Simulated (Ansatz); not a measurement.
Relaxed-ion elastic tensor of BN (wurtzite, P6_3mc) in GPa (Voigt order), LDA in the plane-wave PAW code Ansatz; density 3.58 g/cm³, 5.76 Å³ per atom.

```
 987   146  64.3   0.0   0.0   0.0
 146   987  64.3   0.0   0.0   0.0
64.3  64.3  1090   0.0   0.0   0.0
 0.0   0.0   0.0   345   0.0   0.0
 0.0   0.0   0.0   0.0   345   0.0
 0.0   0.0   0.0   0.0   0.0   420
```

Q: Is the crystal mechanically stable?

A: Yes: the smallest eigenvalue of C is 345 GPa.

Q: Work out the Voigt, Reuss and Hill averages.

A: K_V = 402, K_R = 402, K_H = 402; G_V = 408, G_R = 400, G_H = 404 GPa.

Q: Give Young's modulus, Poisson's ratio, Pugh's ratio and the universal anisotropy index.

A: E = 9KG/(3K + G) = 908 GPa; ν = 0.12; K/G = 0.99 (brittle by the Pugh limit of 1.75); A_U = 5G_V/G_R + K_V/K_R − 6 = 0.11.

Q: Estimate the sound speeds and the Debye temperature.

A: v_l = √((K + 4G/3)/ρ) = 16200 m/s, v_t = √(G/ρ) = 10600 m/s, mean 11600 m/s; Θ = (h/k)(3n/4πV)^(1/3) v_m = 1930 K.

Q: Solve the Christoffel equation for the three sound speeds along x, y, z.

A: Eigenvalues of C_ijkl n_j n_l equal ρv² (piezoelectric stiffening left out). In km/s, slowest first: x 9.82, 10.83, 16.60; y 9.82, 10.83, 16.60; z 9.82, 9.82, 17.46.

Q: How much does each axis shrink under pressure?

A: Linear compressibilities β_i = Σ_j S_ij (j = 1 to 3): x 0.84, y 0.84, z 0.82 per TPa.

Symmetry was held in the LDA relaxation; phonons on a q-mesh show no instability.

Potentials: the later of the program's two PAW sets.
